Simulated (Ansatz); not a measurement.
# Relaxation of Ag

Theory: DFT PBEsol, scalar-relativistic, plane waves, PAW (Ansatz 0.2.0). Settings: 420 eV cutoff, 18×18×10 k-mesh, Gaussian smearing of 0.10 eV, no spin polarisation.

What was changed in Cd: Cd → Ag on all its sites, cell and atoms relaxed.

Command:

```bash
ansatz run input.yaml --threads 1 --pin off --max-ram 2560MiB --backend cpu --events-out ev --progress --plain --runs-dir out
```

Input:

```yaml
crystal:
  lattice:
    - [2.9003992152, 0.0, 0.0]
    - [-1.4501996076, 2.5118194015, 0.0]
    - [0.0, 0.0, 4.6256581774]
  atoms:
    - { symbol: Ag, position: [0.3333333333, 0.6666666667, 0.25] }
    - { symbol: Ag, position: [0.6666666667, 0.3333333333, 0.75] }
basis:
  ecutwfc: 420
kpoints:
  mp_grid: { grid: [18, 18, 10] }
hamiltonian:
  xc: pbesol
scf:
  occupations: { method: gaussian, width: 0.1 }
output:
  forces: true
  stress: true
  eigenvalues: true
relax:
  adjacent_minimum: "off"
  f_tol: 0.01
  max_steps: 60
  cell: { stress_tol: 0.1 }
```

F is the free energy. Steps run on the plane waves of an earlier cell, but the last one, and at times one on the way, on a freshly chosen basis, so a repeated geometry can differ a little in energy.

Steps:

```tsv
step	F − F(1) (eV)	largest force component (eV/Å)	V (Å³/atom)	P (GPa)
1	0.0000	0.000	16.850	-0.94
2	-0.0047	0.000	16.555	1.03
3	-0.0056	0.000	16.705	-0.05
4	-0.0055	0.000	16.705	-0.05
```

Relaxed structure:

```
CELL_PARAMETERS angstrom
2.86749 0.00000 0.00000
-1.43375 2.48332 0.00000
0.00000 0.00000 4.69168
ATOMIC_POSITIONS crystal
Ag 0.33333 0.66667 0.25000
Ag 0.66667 0.33333 0.75000
```

The structure is hexagonal, space group P6_3/mmc (No. 194). The conventional cell has a = 2.867 Å, b = 2.867 Å, c = 4.692 Å, α = 90.00°, β = 90.00°, γ = 120.00°. Ag (site symmetry -6m2) has 12 Ag at 2.87 Å as nearest neighbours.

The run converged. It took 34 s on 1 thread of Arm Neoverse V1, on a shared host, peak memory 0.38 GiB.